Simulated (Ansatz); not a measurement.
HfO$_{2}$ (fluorite, Fm-3m), PBEsol (plane waves, PAW; program Ansatz): ε∞ = 5.38, cell volume 32.09 Å³. Infrared-active transverse modes:

| ω_TO (cm⁻¹) | oscillator strength S_xx (e²/amu) |
|---|---|
| 236.3 | 1.141 |

Q: Compute the static dielectric constant.

A: Each mode adds (4.921e7/V) S/ω²: 31.32. So ε0 = 36.7.

Q: What LO frequency does the Lyddane–Sachs–Teller relation give?

A: ω_LO = ω_TO √(ε0/ε∞) = 617 cm⁻¹.

This is a known high-temperature phase of the composition, computed here at zero pressure and temperature. The cell was relaxed with PBEsol under the symmetry of its start. At this level the phase is dynamically unstable (imaginary phonons). The run is not spin-polarised. Spin–orbit coupling is left out wherever it is not named.

Potentials: the earlier of the program's two PAW sets. The files were generated under PBE; for other functionals the program regenerates the frozen cores, and for LDA and PBEsol the local potential too.
